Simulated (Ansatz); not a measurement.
P:
```yaml
crystal:
  lattice:
    - [-2.99532, 2.99532, 2.99532]
    - [2.99532, -2.99532, 2.99532]
    - [2.99532, 2.99532, -2.99532]
  atoms:
    - { symbol: P, position: [0.00000, 0.25000, 0.50000] }
    - { symbol: P, position: [0.25000, 0.50000, 0.00000] }
    - { symbol: P, position: [0.50000, 0.00000, 0.25000] }
    - { symbol: P, position: [0.25000, 0.25000, 0.25000] }
```

Relaxed with r²SCAN.

Task: Map the electron localisation function on the plane through (0.500, 0.000, 0.250) spanned by u = [1, 1, 0] and v = [1, -1, 0] in lattice vectors, from r²SCAN in the plane-wave PAW code Ansatz.

Result: x is the fraction of u, y of v (the angle between them is 90°; rows are the nearest grid lines); atoms in the plane: P at (0.00, 0.00), P at (0.50, 0.50), P at (0.00, 0.75), P at (0.50, 0.25).
```
|   *%%#*+=--:.   .:--=+*#%%*   |
|.:=*#*+-:...       ...:-+*#*=:.|
|%%%#*+-:.             .:-+*#%%%|
|@@@%*=:.               .:=*%@@@|
|%%%#*+-:.             .:-+*#%%%|
|  .*%#*+=-::.     .::-=+*#%*.  |
|   *%%#*+=--:.   .:--=+*#%%*   |
| .*@@@%**++=-.. ..-=++**%@@@*. |
|+*#%%#*+++++==---==+++++*#%%#*+|
|--==+++++*#%%#*+*#%%#*+++++==--|
|..:-=+++*#%@%#+-+#%@%#*+++=-:..|
|  .:-=++*%@@%:   :%@@%*++=-:.  |
|   .::-=+*#%*.   .*%#*+=-::.   |
|       .:-+*#%%%%%#*+-:.       |
|        .:=*%@@@@@%*=:.        |
|        .:=*%@@@@@%*=:.        |
|    ...:-+*#*=:.:=*#*+-:...    |
|  .:--=+*#%%*     *%%#*+=--:.  |
|  .:-=++*%@@%:   :%@@%*++=-:.  |
|..:-=+++*#%@%#+-+#%@%#*+++=-:..|
|=++***+==+***++=++***+==+***++=|
|-+#%@%#*+++=-:...:-=+++*#%@%#+-|
| .*@@@%**++=-.. ..-=++**%@@@*. |
|   *%%#*+=--:.   .:--=+*#%%*   |
```
Scale: ten equal steps from 0.000 (start of ' ') to 0.869 (end of '@'), in the order ' .:-=+*#%@'; x runs from 0.000 to 1.00, y from 0.000 (bottom) to 1.00 (top).

The density is the valence pseudo-density with augmentation charge, so density and ELF within about 1 Å of a nucleus are not all-electron values.

Space group I4_132. The start of the workflow was typed in or built on a structure type; neither database checked (COD, Materials Project) lists it. It is not the phase usual at ambient conditions (space group No. 64). Symmetry was held in the r²SCAN relaxation; its stability against distortions is not shown here. The volume moved by 28 % from the start of the relaxation.

Potentials: the later of the program's two PAW sets.
